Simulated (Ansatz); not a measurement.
Theory: Ansatz, DFT PBE, scalar-relativistic, plane waves, PAW. All cells share a 420 eV cutoff and Γ-centred k meshes spaced at most about 0.3 Å⁻¹ (2π included). No spin polarisation in the final relaxations.

Temperature and zero-point effects are left out. All come from trial cells, and lower structures may exist.

Problem. Order these relaxed structures of Ga₃As₂P by energy, lowest first, with the energy over the lowest of them.
A. Space group P6_3mc (No. 186), hexagonal, a = 3.992 Å, c = 19.752 Å. Ga on its first site is surrounded by 4 As at 2.46–2.49 Å; Ga on its second site has 3 P at 2.43 Å and 1 As at 2.49 Å; P is surrounded by 4 Ga at 2.40–2.43 Å; around As on its first site lie 4 Ga at 2.46–2.49 Å; 2 more sites not described.
B. Space group I-4m2 (No. 119), tetragonal, a = 4.003 Å, c = 17.008 Å. Around Ga on a site of symmetry -4m2 lie 4 As at 2.47 Å; Ga on a site of symmetry 2mm is surrounded by 2 P at 2.41 Å and 2 As at 2.47 Å; around P lie 4 Ga at 2.41 Å; As has 4 Ga at 2.47 Å.

Solution. B (0 meV/atom), A (13 meV/atom). Forms: B P and As ordered on zinc blende sites, I-4m2; A P and As ordered on wurtzite sites, P6_3mc. Counting As or P atoms around Ga (for each partner element, those within 1.25 times its shortest distance or 1.15 times the sum of covalent radii, where it is the nearest in units of that sum or under 1.3): B has Ga 4; A has Ga 4.

Cells relaxed within their symmetry can be saddle points. Some candidate types were left out of the draw beforehand, so a known form may be missing.
